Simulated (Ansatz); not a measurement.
Start of a relaxation of AlZnC2N2:

```
CELL_PARAMETERS angstrom
4.33072 0.00000 0.00000
2.01437 4.16465 0.00000
1.48892 0.27409 9.03342
ATOMIC_POSITIONS crystal
Al 0.50000 0.50000 0.50000
Zn 0.00000 0.00000 0.00000
C 0.18982 0.81018 0.81018
C 0.81018 0.18982 0.18982
N 0.30567 0.69433 0.69433
N 0.69433 0.30567 0.30567
```

Level of theory: Ansatz 0.2.0, DFT PBE, scalar-relativistic, plane waves, PAW. Cutoff 420 eV, Gaussian smearing, Γ-centred meshes. Cell and atoms relax first on a coarse mesh and then on a finer one. In between, the cell is made exact in the group found at 0.06 Å. In metals the finer mesh still leaves noise of several meV/atom or more. The steps can't lower the symmetry of their start. No spin polarisation in the relaxation; trial moments died out in a coarse test.

A guess keeps its type if space group and coordination stay and the shape of the cell changes little (axis ratios within about 15 %, angles within 6°); the volume may change.

Question: Will the relaxed cell still be of the starting type?

Answer: It doesn't keep its type. The symmetry goes from P-1 (No. 2) to P6/mmm (No. 191). The volume per atom shrinks by 49.6 %, from 27.2 to 13.7 Å³. The shortest distance stays 1.17 Å (C–N). Counting neighbours within 15 % of an atom's shortest distance, the start has Al 2, C 1, N 1, Zn 2 and the end Al 2, C 1, N 1, Zn 2. In detail, at the end around Al lie 2 N at 1.91 Å; Zn has 2 C at 1.86 Å; C has 1 N at 1.17 Å and 1 Zn at 1.86 Å; N has 1 C at 1.17 Å and 1 Al at 1.91 Å.

```cif
data_structure
_symmetry_space_group_name_H-M 'P 1'
_symmetry_Int_Tables_number 1
_cell_length_a 3.0964
_cell_length_b 3.0964
_cell_length_c 9.8796
_cell_angle_alpha 90.000
_cell_angle_beta 90.000
_cell_angle_gamma 120.000
_cell_volume 82.03
loop_
_atom_site_label
_atom_site_type_symbol
_atom_site_fract_x
_atom_site_fract_y
_atom_site_fract_z
_atom_site_occupancy
Al1 Al 0.00000 0.00000 0.50000 1
Zn1 Zn 0.00000 0.00000 0.00000 1
C1 C 0.00000 0.00000 0.81172 1
C2 C 0.00000 0.00000 0.18828 1
N1 N 0.00000 0.00000 0.69299 1
N2 N 0.00000 0.00000 0.30701 1
```

The zero of energy is the elements' standard structures at the same level (N₂ as a molecule); no fitted shifts are applied.

Question: At what energy does it end?

Answer: +0.41 eV/atom. It can't be a ground state, since the elements alone are lower.

The last run used a 12×12×4 mesh (in the run's order of axes) for its 6-atom cell and Gaussian smearing of 0.10 eV. An odd number of electrons in the primitive cell allows no gap without spin; a larger cell or a magnetic state could open one. The reference form of C is held partly by dispersion forces, which this level lacks. Symmetry constrained the relaxation, so the result can be a saddle point.
